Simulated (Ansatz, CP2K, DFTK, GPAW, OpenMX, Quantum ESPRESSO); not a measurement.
**Cost and result for the band gap of HPbNO4**

```yaml
crystal:
  lattice:
    - [4.19923, 0.11117, 0.16817]
    - [1.91600, 3.89132, 0.12568]
    - [1.76085, 1.25259, 6.37266]
  atoms:
    - { symbol: H, position: [0.89145, 0.68202, 0.62796] }
    - { symbol: Pb, position: [0.14426, 0.92872, 0.88352] }
    - { symbol: N, position: [0.25670, 0.28861, 0.30171] }
    - { symbol: O, position: [0.83108, 0.65056, 0.78405] }
    - { symbol: O, position: [0.38694, 0.22380, 0.11295] }
    - { symbol: O, position: [0.31104, 0.03576, 0.45856] }
    - { symbol: O, position: [0.07726, 0.60633, 0.32275] }
```

The cell comes from a database or a generator and needn't be the stable form of this composition.

| rung | level | program and potentials | cutoff (eV) | k mesh | spin | core time | chip | band gap (eV) | notes |
| --- | --- | --- | --- | --- | --- | --- | --- | --- | --- |
| GGA | BLYP | Ansatz, Ansatz PAW | 420 | 7 × 7 × 5 | off | 27 s | AMD EPYC 9R45 Zen 5 | 2.78 | potentials made for PBE, which Ansatz adapts in part; 6.29 valence electrons an atom on average |
| GGA | revPBE | Ansatz, Ansatz PAW | 420 | 7 × 7 × 5 | off | 33 s | Intel Xeon 6975P-C Granite Rapids | 2.86 | potentials made for PBE, which Ansatz adapts in part; 6.29 valence electrons an atom on average |
| LDA | LDA | Ansatz, Ansatz PAW | 420 | 7 × 7 × 5 | off | 41 s | Intel Xeon 6975P-C Granite Rapids | 2.74 | potentials made for PBE, which Ansatz adapts in part; 6.29 valence electrons an atom on average |
| meta-GGA | r2SCAN | Ansatz, Ansatz PAW | 500 | 7 × 7 × 5 | off | 89 s | Intel Xeon Platinum 8488C Sapphire Rapids | 3.15 | potentials made for PBE, which Ansatz adapts in part; 6.29 valence electrons an atom on average |
| GGA | PBEsol | Ansatz, Ansatz PAW | 420 | 7 × 7 × 5 | off | 1.8 min | AMD EPYC 7R43 Zen 3 | 2.81 | potentials made for PBE, which Ansatz adapts in part; 6.29 valence electrons an atom on average |
| GGA | RPBE | Ansatz, Ansatz PAW | 420 | 7 × 7 × 5 | off | 2.3 min | AMD EPYC 7R43 Zen 3 | 2.87 | potentials made for PBE, which Ansatz adapts in part; 6.29 valence electrons an atom on average |
| meta-GGA | r2SCAN | Ansatz, Ansatz PAW | 500 | 5 × 5 × 3 | SOC, no magnetisation | 2.8 min | Intel Xeon 6975P-C Granite Rapids | 3.05 | potentials made for PBE, which Ansatz adapts in part; 6.29 valence electrons an atom on average |
| GGA | PBE | Ansatz, Ansatz PAW | 420 | 5 × 5 × 3 | SOC, no magnetisation | 2.9 min | Intel Xeon Platinum 8259CL Skylake/Cascade Lake | 2.70 | 6.29 valence electrons an atom on average |
| GGA | PBE | CP2K, POTENTIAL_UZH H GTH-PBE-q1, Pb GTH-PBE-q4, N GTH-PBE-q5, O GTH-PBE-q6; TZVP-MOLOPT-PBE-GTH basis | - | 7 × 7 × 5 | off | 3.3 min | Arm Neoverse N1 | 2.74 | atomic basis; 4.86 valence electrons an atom on average |
| GGA | PBEsol | GPAW, PAW data sets generated for this functional | 800 | 5 × 5 × 3 | off | 6.1 min | Intel Xeon Platinum 8488C Sapphire Rapids | 2.85 | 6.29 valence electrons an atom on average |
| GGA | RPBE | GPAW, the program's PAW data sets (release 1.2.1) made for this functional | 800 | 5 × 5 × 3 | off | 7.1 min | AMD EPYC 7R43 Zen 3 | 2.91 | 6.29 valence electrons an atom on average |
| GGA | BLYP | Quantum ESPRESSO, SG15 PBE 1.2 | 1197 | 4 × 4 × 3 | off | 7.1 min | Intel Xeon Platinum 8375C Ice Lake | 2.94 | potentials made for PBE; 6.29 valence electrons an atom on average |
| GGA | AM05 | Quantum ESPRESSO, SG15 PBE 1.2 | 1197 | 4 × 4 × 3 | off | 7.4 min | Intel Xeon Platinum 8375C Ice Lake | 2.96 | potentials made for PBE; 6.29 valence electrons an atom on average |
| GGA | PBE | OpenMX, OpenMX 2013 PBE set, H7.0-s2p2d1, Pb8.0-s3p2d2f2, N6.0-s3p2d2, O6.0-s3p2d2, grid cutoff 500 Ry | - | 7 × 7 × 5 | off | 11 min | AMD EPYC 7R43 Zen 3 | 2.81 | atomic basis; 6.29 valence electrons an atom on average |
| LDA | LDA | DFTK, PseudoDojo SR LDA 0.4.1 standard (LDA) | 1143 | 4 × 4 × 3 | off | 28 min | Intel Xeon Platinum 8488C Sapphire Rapids | 2.87 | 6.29 valence electrons an atom on average |
| GGA | PBE | DFTK, SG15 1.2 (PBE) | 1225 | 4 × 4 × 3 | off | 46 min | Intel Xeon Platinum 8259CL Skylake/Cascade Lake | 2.95 | 6.29 valence electrons an atom on average |

Times are single runs on shared hosts and different chips, so they are rough; meshes, cutoffs and the tasks' sizes weigh on the time. Task: band structure. Gaps are the least found on the k mesh or the band path, and a mesh can miss the band edges. Meshes differ between rows, which moves values too. All levels ran on this one cell, unrelaxed unless noted. Meshes are those of the run's cell of 7 atoms unless a note names another. Runs on faulty files, with rough fits or with known faults for this quantity aren't shown.

By rung: LDA 2.74 to 2.87; GGA 2.78 to 2.96; GGA with SOC 2.70; meta-GGA 3.15; meta-GGA with SOC 3.05; GGA in atomic bases 2.74 to 2.81 (eV).
